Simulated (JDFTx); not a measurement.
System: methanesulfonic acid, CH4O3S (SMILES CS(=O)(=O)O), charge 0, multiplicity 1; geometry: optimised with GFN2-xTB in vacuum (one conformer, no frequencies checked; largest PBE force component 1.4 eV/Å). Z-matrix (Å, degrees):
```
S
O 1 1.4233
O 1 1.4311 2 119.16
O 1 1.6164 2 109.14 3 -122.67
H 4 0.9577 1 108.81 2 123.49
C 1 1.7918 2 109.69 3 128.98
H 6 1.0803 1 108.00 2 -178.64
H 6 1.0803 7 111.77 1 117.39
H 6 1.0811 7 111.11 8 124.53
```

Computed with JDFTx (a modified build): PBE, GBRV ultrasoft potentials, plane waves to 20/100 Ha. Liquid: CANDLE, water, 1 M NaCl. The liquid run sits in a periodic box with 3.75 Å from the outermost atoms to the faces; the vacuum run is isolated. The box matters at about 0.01 eV. ΔG_solv is the difference of the two single-point energies, liquid minus vacuum; no corrections are added.

This is the neutral, undissociated acid.

- solvation energy: -41 kJ/mol
- part: cavitation term of the fluid: 47 kJ/mol
- part: dispersion term of the fluid: -38 kJ/mol
- part: electrostatic term of the fluid: -62 kJ/mol
- part: distortion of the solute's electrons: 13.1 kJ/mol
- dipole moment in vacuum: 3.42 D
- dipole moment in the liquid: 4.78 D
- highest occupied level in vacuum (zero: vacuum level): -7.47 eV
- highest occupied level in the liquid (zero: bulk electrolyte): -7.65 eV
- volume of the model's cavity: 229.2 Å³
- rough cost, vacuum and liquid run: 3 min and 3 min of core time
